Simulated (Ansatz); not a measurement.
In the program Ansatz at the PBEsol level (PAW), Ag in the A15 (β-W type) structure (Pm-3n) relaxes to a = 5.162 Å.

Electronic character: metallic (no gap). Gap from PBEsol with spin–orbit coupling: none (metallic).

An equation-of-state fit gives a bulk modulus of 110 GPa. The relaxed-ion elastic constants in GPa are C11 = 206, C12 = 62.3, C44 = -17.2.

The start of the workflow was typed in or built on a structure type; neither database checked (COD, Materials Project) lists it. It is not the phase usual at ambient conditions (space group No. 225). The PBEsol relaxation kept the symmetry of its start. At this level the phase is mechanically unstable. No spin polarisation was allowed. As this level gives no gap, shear constants depend on the k-mesh and smearing (Fermi–Dirac, 0.1 eV here). Spin–orbit coupling is left out wherever it is not named.

Potentials: the earlier of the program's two PAW sets. The files were generated under PBE; for other functionals the program regenerates the frozen cores, and for LDA and PBEsol the local potential too.
